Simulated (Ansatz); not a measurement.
SiC (4H polytype, P6_3mc), DFT-PBEsol in the program Ansatz with PAW potentials. The conduction-band minimum lies at M, with 3 equivalent valleys. Second derivatives d²E/dk² of the lowest band at one valley (eV·Å²), along Cartesian directions:

| direction | d²E/dk² |
|---|---|
| [100] | 27.68 |
| [010] | 13.72 |
| [001] | 24.84 |
| [110] | 20.71 |
| [101] | 26.28 |
| [011] | 19.26 |

Find the principal effective masses, the density-of-states mass and the conductivity mass.

Off-diagonal terms follow from H_xy = H[110] − (H_xx + H_yy)/2, and m*/mₑ = 7.620 eV·Å² over each eigenvalue: 0.28, 0.31, 0.56. One valley's DOS mass (m₁m₂m₃)^(1/3) = 0.36, conductivity mass 3/(Σ 1/mᵢ) = 0.35 mₑ.

What effective density of states Nc follows at 300 K for parabolic valleys?

Nc = 2.509e19 × 3 × (0.36)^(3/2) ≈ 1.6e19 cm⁻³.

Symmetry was held in the PBEsol relaxation.

Potentials: the earlier of the program's two PAW sets. The files were generated under PBE; for other functionals the program regenerates the frozen cores, and for LDA and PBEsol the local potential too.

Edges and masses are those of Kohn–Sham bands, whose gap is no quasiparticle gap.
